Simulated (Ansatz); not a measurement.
NaI (rock salt), relaxed and computed with several functionals in Ansatz (plane waves, PAW).

```tsv
functional	a (Å)	gap (eV)	B₀ by P(V) fit (GPa)
r²SCAN	6.461	4.45	17.2
PBE	6.528	3.58	15.1
LDA	6.260	3.62	20.8
HSE06	6.489	4.65	15.8
```

All cells were relaxed under the symmetry of their starts (and spin orders); stability against distortions was not tested throughout. Scalar-relativistic: spin–orbit coupling is off unless named, which matters more the heavier the elements.

Potentials: the later of the program's two PAW sets.

Ansatz (an electronic-structure program) is a plane-wave DFT program.
